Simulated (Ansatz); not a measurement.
Harmonic vibrational thermodynamics of Ge (diamond, Fd-3m) at fixed volume, r²SCAN (plane waves, PAW; program Ansatz). The rows extrapolate the 0 K crystal and know nothing of melting or changes of phase.

| T (K) | F_vib (meV/atom) | S (J/K per mol of atoms) | C_V (J/K per mol of atoms) |
|---|---|---|---|
| 50 | 35.0 | 3.2 | 6.3 |
| 100 | … | 10.0 | … |
| 200 | 14.6 | 22.4 | 20.9 |
| 300 | -13.5 | 31.3 | 23.0 |
| 400 | -49.6 | 38.1 | 23.8 |
| 600 | -139.2 | … | … |
| 800 | … | 54.9 | … |
| 1000 | -365.8 | 60.4 | 24.8 |

Problem. Fill in the missing entries.

Solution. 
- 600, S (J/K per mol of atoms): 47.8
- 600, C_V (J/K per mol of atoms): 24.4
- 800, F_vib (meV/atom): -246.1
- 800, C_V (J/K per mol of atoms): 24.7
- 100, F_vib (meV/atom): 31.7
- 100, C_V (J/K per mol of atoms): 14.0

The cell was relaxed with r²SCAN under the symmetry of its start; phonons on a q-mesh show no instability.

Potentials: the later of the program's two PAW sets.
